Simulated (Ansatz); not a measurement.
**Ga₅As₂P₃: rattling a relaxed structure**

It was reached by relaxing an invented guess, and it needn't be the stable form of this composition.

The calculation used DFT PBE, scalar-relativistic, plane waves, PAW in Ansatz. Settings: cutoff 420 eV, Γ-centred mesh 10×10×10 on the computed 10-atom cell, Gaussian smearing of 0.02 eV; no spin polarisation.

The cell below (10 atoms, space group I-4m2 (No. 119)) is relaxed within its symmetry.

```xyz
10
Lattice="-1.9788 1.9788 14.0163 1.9788 -1.9788 14.0163 1.9788 1.9788 -14.0163" Properties=species:S:1:pos:R:3 pbc="T T T"
Ga    0.0000    0.0000   16.7356
Ga    0.0000    0.0000    5.6467
Ga    0.0000    0.0000   22.3858
Ga    0.0000    0.0000   11.2969
Ga    0.0000    0.0000    0.0000
P     1.9788    0.0000    7.0081
P     1.9788    0.0000   12.6561
P     1.9788    0.0000    1.3602
As    0.0000    1.9788    9.8331
As    0.0000    1.9788    4.1831
```

For the test it was strained at random (σ = 1.5 % a component), the atoms were moved at random (σ = 0.15 Å), and all was relaxed again on a coarse 4×4×4 mesh (in the run’s order of axes) with 0.10 eV smearing, with no symmetry imposed.

Q: Does it come back?

A: It returns, within 1 meV/atom of the unmoved cell on that mesh and with the same symmetry when read at 0.1 Å. No instability shows in this cell; modes of other wave vectors, which need another repeat, aren't tested.
